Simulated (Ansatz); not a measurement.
# Bond compression in Ag

```yaml
crystal:
  lattice:
    - [2.92230, 0.00000, 0.00000]
    - [-1.46115, 2.53079, 0.00000]
    - [0.00000, 0.00000, 4.70166]
  atoms:
    - { symbol: Ag, position: [0.33333, 0.66667, 0.25000] }
    - { symbol: Ag, position: [0.66667, 0.33333, 0.75000] }
```

The cell is Materials Project entry mp-10597, used as a structure alone.

Its shortest bond, of 2.894 Å between atom 1 (Ag) and the nearest image of atom 2 (Ag), is scaled by moving both atoms along it, with the cell held. The force apart is half the difference of the two atoms' forces along the bond; it holds the pull and push of their other neighbours too.

Computed with Ansatz 0.2.0; functional PBEsol, scalar-relativistic. Settings: a Γ-centred 12×12×7 k mesh, Fermi–Dirac smearing of 0.05 eV, no spin polarisation. Methods: LAPW: all electrons, basis error target 1 meV/atom; PAW: frozen-core files, cutoff 420 eV.

Energies are extrapolated to zero smearing and count from the unscaled cell; pressure is positive in compression; gaps take the mesh and a band path. No temperature or zero-point motion is included.

The PAW files were made under PBE.

| bond (Å) | force apart (eV/Å) | P LAPW (GPa) | ΔE LAPW (eV/atom) | P PAW − LAPW (GPa) | ΔE PAW − LAPW (meV/atom) | force PAW − LAPW (eV/Å) |
| --- | --- | --- | --- | --- | --- | --- |
| 2.894 | 0.00 | -4.08 | 0.000 | 0.02 | 0.0 | 0.000 |
| 2.720 | 0.71 | -2.75 | 0.030 | 0.02 | 0.0 | 0.000 |
| 2.199 | ? | 24.9 | 0.836 | -0.01 | -0.7 | -0.006 |
| 2.026 | 15.25 | 50.3 | 1.789 | 0.03 | -1.1 | 0.006 |

(1) Fill in "force apart (eV/Å)" for the row "2.199".

Answers

(1) 7.58.
